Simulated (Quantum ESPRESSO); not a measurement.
# Ge3P3As: input and log of a self-consistent run

Simulated, not a measurement. The program is pw.x of Quantum ESPRESSO 7.5 (plane-wave density functional theory). The cell is made up: 7 atoms on a zincblende/diamond lattice with one site empty, with randomly drawn elements, strain and displacements, not relaxed. PseudoDojo standard norm-conserving files (v0.5 for PBE, v0.4.1 for LDA and PBEsol) set the functional; there is no spin polarisation, spin-orbit coupling or dispersion term, and the masses in the input are unused placeholders. A spin-polarised start on this cell or one of its family kept no moment.

Input:

```
&control calculation='scf', pseudo_dir='./dojo.nc.sr.pbe.v0_5.standard.upf', outdir='./o', disk_io='low', tprnfor=.true., tstress=.true. /
&system ibrav=0, nat=7, ntyp=3, nbnd=46, ecutwfc=84.00895049, nosym=.true., tot_charge=0,
 occupations='smearing', smearing='fd', degauss=0.0073498644
/
&electrons conv_thr=7.350e-09, electron_maxstep=60, /
ATOMIC_SPECIES
As 1.0 As.upf
Ge 1.0 Ge.upf
P 1.0 P.upf
CELL_PARAMETERS angstrom
5.2482 0.0 0.0
0.0 5.2482 0.0
0.0 0.0 5.3811
ATOMIC_POSITIONS angstrom
Ge -0.0209 0.0183 0.0347
P 0.0029 2.6187 2.6966
Ge 2.6452 -0.0005 2.6907
Ge 1.293 1.315 1.3113
As 1.3241 3.9424 4.0161
P 3.9297 1.3027 4.0564
P 3.9163 3.9664 1.34
K_POINTS automatic
6 6 6 1 1 1
```

The log is shortened where brackets say so; the opening notice, blank lines, dates and the lines on written files are dropped, and the path of the files is cut. It prints rydbergs, bohrs and kilobars, and counts compression as positive stress.

```
     Program PWSCF v.7.5
     Parallel version (MPI & OpenMP), running on       4 processor cores
     Number of MPI processes:                 4
     Threads/MPI process:                     1
     [start-up lines left out]
     bravais-lattice index     =            0
     lattice parameter (alat)  =       9.9177  a.u.
     unit-cell volume          =    1000.2036 (a.u.)^3
     number of atoms/cell      =            7
     number of atomic types    =            3
     number of electrons       =        72.00
     number of Kohn-Sham states=           46
     kinetic-energy cutoff     =      84.0090  Ry
     charge density cutoff     =     336.0358  Ry
     scf convergence threshold =      7.3E-09
     mixing beta               =       0.7000
     number of iterations used =            8  plain     mixing
     Exchange-correlation= PBE
                           (   1   4   3   4   0   0   0)
     [axes and pseudopotential details left out]
   Cartesian axes
     site n.     atom                  positions (alat units)
         1        Ge     tau(   1) = (  -0.0039823   0.0034869   0.0066118  )
         2        P      tau(   2) = (   0.0005526   0.4989711   0.5138143  )
         3        Ge     tau(   3) = (   0.5040204  -0.0000953   0.5126901  )
         4        Ge     tau(   4) = (   0.2463702   0.2505621   0.2498571  )
         5        As     tau(   5) = (   0.2522960   0.7511909   0.7652338  )
         6        P      tau(   6) = (   0.7487710   0.2482184   0.7729126  )
         7        P      tau(   7) = (   0.7462178   0.7557639   0.2553256  )
     number of k points=   108  Fermi-Dirac smearing, width (Ry)=  0.0073
     Number of k-points >= 100: set verbosity='high' to print them.
     Dense  grid:   104011 G-vectors     FFT dimensions: (  60,  60,  60)
     Estimated max dynamical RAM per process >     386.43 MB
     Estimated total dynamical RAM >       1.44 GB
     Initial potential from superposition of free atoms
     starting charge      71.9969, renormalised to      72.0000
     Starting wfcs are   48 randomized atomic wfcs
     total cpu time spent up to now is        7.6 secs
     per-process dynamical memory:   337.2 Mb
     Self-consistent Calculation
     iteration #  1     ecut=    84.01 Ry     beta= 0.70
     Davidson diagonalization with overlap
     ethr =  1.00E-02,  avg # of iterations =  5.0
     Threshold (ethr) on eigenvalues was too large:
     Diagonalizing with lowered threshold
     Davidson diagonalization with overlap
     ethr =  2.20E-04,  avg # of iterations =  6.8
     total cpu time spent up to now is       51.3 secs
     total energy              =    -789.35680297 Ry
     estimated scf accuracy    <       0.15950670 Ry
     iteration #  2     ecut=    84.01 Ry     beta= 0.70
     Davidson diagonalization with overlap
     ethr =  2.22E-04,  avg # of iterations =  2.1
     total cpu time spent up to now is       67.9 secs
     total energy              =    -789.35994306 Ry
     estimated scf accuracy    <       0.07896609 Ry
     iteration #  3     ecut=    84.01 Ry     beta= 0.70
     Davidson diagonalization with overlap
     ethr =  1.10E-04,  avg # of iterations =  2.1
     total cpu time spent up to now is       82.6 secs
     total energy              =    -789.38033247 Ry
     estimated scf accuracy    <       0.02815509 Ry
     iteration #  4     ecut=    84.01 Ry     beta= 0.70
     Davidson diagonalization with overlap
     ethr =  3.91E-05,  avg # of iterations =  2.1
     total cpu time spent up to now is       96.9 secs
     total energy              =    -789.38528492 Ry
     estimated scf accuracy    <       0.00325064 Ry
     iteration #  5     ecut=    84.01 Ry     beta= 0.70
     Davidson diagonalization with overlap
     ethr =  4.51E-06,  avg # of iterations =  5.1
     total cpu time spent up to now is      114.3 secs
     total energy              =    -789.38598318 Ry
     estimated scf accuracy    <       0.00045302 Ry
     iteration #  6     ecut=    84.01 Ry     beta= 0.70
     Davidson diagonalization with overlap
     ethr =  6.29E-07,  avg # of iterations =  2.4
     total cpu time spent up to now is      129.3 secs
     total energy              =    -789.38608444 Ry
     estimated scf accuracy    <       0.00003608 Ry
     iteration #  7     ecut=    84.01 Ry     beta= 0.70
     Davidson diagonalization with overlap
     ethr =  5.01E-08,  avg # of iterations =  3.0
     total cpu time spent up to now is      145.6 secs
     total energy              =    -789.38609281 Ry
     estimated scf accuracy    <       0.00000541 Ry
     iteration #  8     ecut=    84.01 Ry     beta= 0.70
     Davidson diagonalization with overlap
     ethr =  7.51E-09,  avg # of iterations =  2.8
     total cpu time spent up to now is      161.2 secs
     total energy              =    -789.38609412 Ry
     estimated scf accuracy    <       0.00000087 Ry
     iteration #  9     ecut=    84.01 Ry     beta= 0.70
     Davidson diagonalization with overlap
     ethr =  1.22E-09,  avg # of iterations =  2.6
     total cpu time spent up to now is      176.4 secs
     total energy              =    -789.38609435 Ry
     estimated scf accuracy    <       0.00000012 Ry
     iteration # 10     ecut=    84.01 Ry     beta= 0.70
     Davidson diagonalization with overlap
     ethr =  1.66E-10,  avg # of iterations =  2.4
     total cpu time spent up to now is      191.0 secs
     total energy              =    -789.38609437 Ry
     estimated scf accuracy    <          8.8E-09 Ry
     iteration # 11     ecut=    84.01 Ry     beta= 0.70
     Davidson diagonalization with overlap
     ethr =  1.23E-11,  avg # of iterations =  3.9
     total cpu time spent up to now is      207.5 secs
     End of self-consistent calculation
     Number of k-points >= 100: set verbosity='high' to print the bands.
     the Fermi energy is     8.8585 ev
!    total energy              =    -789.38609438 Ry
     estimated scf accuracy    <          4.7E-09 Ry
     smearing contrib. (-TS)   =      -0.00613712 Ry
     internal energy E=F+TS    =    -789.37995726 Ry
     The total energy is F=E-TS. E is the sum of the following terms:
     one-electron contribution =    -469.47364379 Ry
     hartree contribution      =     275.96063301 Ry
     xc contribution           =    -190.97074053 Ry
     ewald contribution        =    -404.89620595 Ry
     convergence has been achieved in  11 iterations
     Forces acting on atoms (cartesian axes, Ry/au):
     atom    1 type  2   force =    -0.04181701   -0.00932988   -0.03741143
     atom    2 type  3   force =    -0.04213984    0.01078704   -0.01650444
     atom    3 type  2   force =     0.04394209    0.03603034   -0.01729317
     atom    4 type  2   force =     0.07978677    0.10679186   -0.02359240
     atom    5 type  1   force =     0.03502578   -0.10860072    0.07821091
     atom    6 type  3   force =    -0.04332941    0.06425338    0.03927743
     atom    7 type  3   force =    -0.03146839   -0.09993203   -0.02268691
     Total force =     0.255799     Total SCF correction =     0.000356
     Computing stress (Cartesian axis) and pressure
          total   stress  (Ry/bohr**3)                   (kbar)     P=      104.27
   0.00072332   0.00010493  -0.00000340          106.40       15.44       -0.50
   0.00010493   0.00068679   0.00011263           15.44      101.03       16.57
  -0.00000340   0.00011263   0.00071628           -0.50       16.57      105.37
     init_run     :      6.75s CPU      7.27s WALL (       1 calls)
     electrons    :    197.21s CPU    199.94s WALL (       1 calls)
     forces       :      2.72s CPU      2.79s WALL (       1 calls)
     stress       :      9.55s CPU      9.55s WALL (       1 calls)
     [timing details left out]
     PWSCF        :   3m36.62s CPU   3m40.13s WALL
     JOB DONE.
```

In other units: free energy -10740.145 eV for the cell, pressure 10.43 GPa, largest force component 2.792 eV/Å. A rerun of the same cell at another strain at 1437 eV and a 8 x 8 x 8 mesh moved values by no more than 0.002 eV in energy, 0.03 GPa in stress and 0.010 eV/Å in force.